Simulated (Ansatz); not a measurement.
AgW:
Space group Cmcm (No. 63); a = 2.703 Å, b = 11.040 Å, c = 4.479 Å, α = 90.00°, β = 90.00°, γ = 90.00°

```tsv
atom	site	symmetry	x	y	z
Ag	4c	m2m	0.0000	0.3142	0.2500
W	4c	m2m	0.0000	0.0583	0.2500
```
(The calculation used a cell of 4 atoms; values per cell refer to that cell.)

Relaxed with r²SCAN.

Tabulate the valence density and the electron localisation function along the shortest W–W contact (2.58 Å), DFT-r²SCAN in the program Ansatz with PAW potentials.



```
distance from W (Å)  density (e/Å³)   ELF
-------------------  --------------  ----
0.26                           5.70  0.31
0.39                           5.61  0.56
0.52                           4.70  0.68
0.65                           3.32  0.68
0.77                           2.04  0.60
0.90                           1.22  0.49
1.03                           0.84  0.45
1.16                           0.68  0.51
1.29                           0.64  0.56
1.42                           0.68  0.51
1.55                           0.84  0.45
1.68                           1.22  0.49
1.81                           2.04  0.60
1.94                           3.32  0.68
2.07                           4.70  0.68
2.20                           5.61  0.56
2.32                           5.70  0.31
```

The density is the valence pseudo-density with augmentation charge, so density and ELF within about 1 Å of a nucleus are not all-electron values.

The start of the workflow was typed in or built on a structure type; neither database checked (COD, Materials Project) lists it. Its standing as an ambient phase is unchecked. Symmetry was held in the r²SCAN relaxation; whether a distortion lowers the energy is not shown. No spin polarisation was allowed. Its formation energy is positive at this level, so the cell may be metastable or incomplete. Axis ratios of metals converge slowly with the k-mesh, so a and c are less sure than the volume. Scalar-relativistic: spin–orbit coupling is off unless named, which matters more the heavier the elements.

Potentials: the earlier of the program's two PAW sets.
